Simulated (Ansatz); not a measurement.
NbAs:
```
CELL_PARAMETERS angstrom
     -1.71953     1.71953     5.79770
      1.71953    -1.71953     5.79770
      1.71953     1.71953    -5.79770
ATOMIC_POSITIONS crystal
  Nb 0.99875 0.99875 0.00000
  Nb 0.74875 0.24875 0.50000
  As 0.41725 0.41725 0.00000
  As 0.16725 0.66725 0.50000
```

Relaxed with PBEsol. The program Ansatz at the PBEsol level (PAW) gives no gap.

Task: What gap does HSE06 give on the same cell (Ansatz, PAW)?

Result: It stays without a gap at the points solved. The hybrid was solved on a coarser mesh and at special points; the gap given is the minimum over both. On such a mesh it can open a false gap in a semimetal.

| k | v1 PBEsol | c1 PBEsol | v1 HSE06 | c1 HSE06 |
|---|---|---|---|---|
| Γ | -1.40 | 0.69 | (withheld) | (withheld) |
| M | -0.54 | 0.98 | (withheld) | (withheld) |
| X | -0.62 | 2.46 | (withheld) | (withheld) |
| P | -0.61 | 2.47 | -0.89 | 3.15 |
| N | -0.06 | 0.04 | -0.01 | 0.25 |
| S0 | -0.16 | 0.21 | (withheld) | (withheld) |
| R | -0.67 | 2.34 | -0.93 | 2.97 |

Task: Top valence (v1) and lowest conduction level (c1) in eV from each method's valence maximum (which need not be a listed point): supply the withheld HSE06 values.

Result: 
- M, v1 HSE06: -0.71
- M, c1 HSE06: 1.35
- Γ, v1 HSE06: -1.62
- Γ, c1 HSE06: 1.04
- S0, v1 HSE06: 0.00
- S0, c1 HSE06: 0.32
- X, v1 HSE06: -0.89
- X, c1 HSE06: 3.14

Cost on shared cores: the PBEsol run (SCF on a 17×17×17 mesh, then bands and DOS) about 4 core-minutes (a rough figure), the HSE06 run (SCF on 8×8×8, then a few points) about 19 core-minutes (a rough figure); the tasks are unlike.

Space group I4_1md. Symmetry was held in the PBEsol relaxation. The run is not spin-polarised. A small band overlap can be real or an error of a semilocal functional. Spin–orbit coupling is left out wherever it is not named.

Potentials: the later of the program's two PAW sets.
